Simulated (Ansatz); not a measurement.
Nb:
```
Nb
1.0
   -1.65120     1.65120     1.65120
    1.65120    -1.65120     1.65120
    1.65120     1.65120    -1.65120
Nb
1
Direct
  0.00000   0.00000   0.00000
```

Relaxed with r²SCAN. Special points in fractions of this cell's reciprocal vectors: Γ (0.000, 0.000, 0.000); H (0.500, -0.500, 0.500); N (0.000, 0.000, 0.500); P (0.250, 0.250, 0.250).

Problem. List the band energies nearest the Fermi level at these points for DFT-r²SCAN in the program Ansatz with PAW potentials.

Solution. In eV from the Fermi level; about four levels below and three above (degenerate sets whole), none deeper than 8.9 eV; … stands for higher levels left out; points with the same levels are listed once.

```
k              below           above
-  -----------------  --------------
Γ              -6.25  0.45 0.45 0.45
H        -3.88 -3.88               …
N        -3.89 -1.70     2.27 3.59 …
P  -1.17 -1.17 -1.17               …
```

Space group Im-3m (bcc (W type)). Symmetry was held in the r²SCAN relaxation. No spin polarisation was allowed. Spin–orbit coupling is left out wherever it is not named.

Potentials: the earlier of the program's two PAW sets.
